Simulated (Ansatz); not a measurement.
Input:

Relaxed NaF (rock salt):

```
NaF
1.0
    0.00000     2.35078     2.35078
    2.35078     0.00000     2.35078
    2.35078     2.35078     0.00000
F Na
1 1
Direct
  0.00000   0.00000   0.00000
  0.50000   0.50000   0.50000
```

In this cell atom 1 (F, nearest neighbour Na at 2.351 Å; its periodic images, 3.3 Å or more away, move with it) is moved by s along Cartesian x, unit vector (1.000, 0.000, 0.000); all other atoms and the cell stay fixed.

Method: PBE (plane waves to 420 eV, PAW, scalar-relativistic; Ansatz, an electronic-structure program). k mesh 10×10×10 (Γ-centred), Fermi-Dirac smearing 0.05 eV. Energies are smeared free energies. Left out: 2 of 11 points, with atoms too close for the PAW data. NaF was relaxed with its symmetry unable to fall. The relaxed volume of NaF is well above the measured one; the method has no dispersion term. The zero of ΔE is the undisplaced structure.

The scan covers s from -0.568 to 0.568 Å in 9 points.

Problem. Is the energy the same for equal positive and negative displacements?

Solution. Even: the same for both signs. With its periodic images moving along, the atom's site symmetry in this cell is m-3m.

Problem. What force acts on the atom along the line at s = -0.568 Å?

Solution. 4.11 eV/Å.

Problem. What is the energy change at s = 0.568 Å?

Solution. 696 meV/cell.

(For displaced atoms, the force is minus the slope of the energy, and its curvature is a force constant, which sets phonon frequencies.)
